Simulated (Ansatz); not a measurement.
**BN: zone-centre modes**

These are results of DFT r2SCAN, scalar-relativistic, plane waves, PAW in Ansatz 0.2.0, not measurements. Cutoff 500 eV, Γ-centred 10×10×6 k-points, Gaussian smearing of 0.05 eV. No spin polarisation.

The starting cell (as given, not relaxed at this level):

```xyz
4
Lattice="0.0000 -1.8130 -1.8130 0.0000 1.8130 -1.8130 3.6260 0.0000 0.0000" Properties=species:S:1:pos:R:3 pbc="T T T"
B     1.8130    0.0000   -1.8130
B     0.0000    0.0000    0.0000
N     0.9065    0.9065   -0.9065
N     2.7195   -0.9065   -0.9065
```

Harmonic modes by finite displacements of 0.02 Å, without the LO–TO term. The cell doubles the primitive one, so its zone centre also holds the primitive cell's point q = (0, 1/2, 1/2).

Question: At this geometry, is the structure stable against these modes?

Answer: Yes: no mode is imaginary beyond 10 cm⁻¹, and only the three translations lie near zero.

Question: List the wavenumbers in cm⁻¹.

Answer: 0, 0, 0, 714, 714, 875, 875, 1012, 1027, 1027, 1027, 1157.

Cost: 1 run of about 1.8 core-minutes, on Intel Xeon Processor @ 2.50GHz (Skylake/Cascade Lake) (shared hosts).